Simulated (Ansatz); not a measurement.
## CaO with Au replacing Ca: gradients before and after relaxing the atoms

Start: a supercell of CaO (rock salt type, Fm-3m) built from an entry of the Crystallography Open Database (COD), with all atoms left at the host's positions.

Space group Fm-3m (No. 225); a = 14.4390 Å.

```csv
site,Wyckoff,site symmetry,x,y,z
Au,4a,m-3m,0.0000,0.0000,0.0000
Ca2,48h,m.m2,0.1667,0.1667,0.0000
Ca5,32f,.3m,0.3333,0.1667,0.1667
Ca15,24e,4m.m,0.5000,0.5000,0.3333
O28,32f,.3m,0.1667,0.1667,0.1667
O30,24e,4m.m,0.5000,0.5000,0.1667
O32,48i,m.m2,0.5000,0.3333,0.3333
O41,4b,m-3m,0.5000,0.5000,0.5000
```

One atom of each set is listed; the run and its k-mesh use a cell of 54 atoms with edges of 10.21, 10.21, 10.21 Å.

All values are calculated (Ansatz; DFT, PBE, plane waves and PAW, scalar-relativistic, 420 eV cutoff, Γ-centred 2×2×2 k-points, Fermi–Dirac smearing 0.01 eV, cell charge +1), not measured.

The largest force at the start is 0.19 eV/Å. Relaxing the ions at fixed cell moves them by 0.023 Å at most (atom 30, O) and 0.011 Å rms.

```
site  moved (Å)              first shell before                    first shell after  V_zz before (10²¹ V/m²)  η before
  Au      0.000                   6 O at 2.41 Å                        6 O at 2.38 Å                     0.00         –
 Ca2      0.002                   6 O at 2.41 Å                   6 O at 2.40–2.41 Å                    -0.46      0.57
 Ca5      0.004                   6 O at 2.41 Å                        6 O at 2.41 Å                   <0.005         –
Ca15      0.014                   6 O at 2.41 Å                   6 O at 2.39–2.44 Å                     1.63      0.00
 O28      0.012                  6 Ca at 2.41 Å                  6 Ca at 2.40–2.41 Å                    0.021      0.00
 O30      0.023  5 Ca at 2.41 Å, 1 Au at 2.41 Å  1 Au at 2.38 Å, 5 Ca at 2.41–2.44 Å                    10.33      0.00
 O32      0.006                  6 Ca at 2.41 Å                  6 Ca at 2.40–2.41 Å                     0.38      0.71
```

(1) What are V_zz and η after the relaxation?

Results:

(1) 

```tsv
site	V_zz after	η after	change of V_zz
Au	0.00	–	0.00
Ca2	-0.57	0.71	-0.11
Ca5	0.034	0.00	+0.03
Ca15	1.81	0.00	+0.18
O28	0.011	0.00	-0.01
O30	10.31	0.00	-0.02
O32	0.31	0.61	-0.07
```

The largest change of V_zz is on Ca15, from 1.63 to 1.81. Other sites without a gradient aren't listed.

The run isn't spin-polarised, and a state with spin may lie lower. The defect repeats with the cell of 54 atoms, so it feels its images: sites between two images don't show the values beside a lone defect, and zeros or small values of η there can come from the images' arrangement. A uniform background compensates the cell's charge. The defect cell has no gap above 0.1 eV on its mesh, so the values can hang on the smearing and the k-mesh. Without spin–orbit coupling the gradients at and beside Au can be off by some per cent, at some sites by more.
Before: The neighbours have not yet relaxed around the defect (largest force 0.19 eV/Å), so a real crystal will differ.
After: The relaxation keeps the site symmetry m-3m of the start, so the impurity can't leave its site; a distortion that would localise the partly filled state isn't explored.
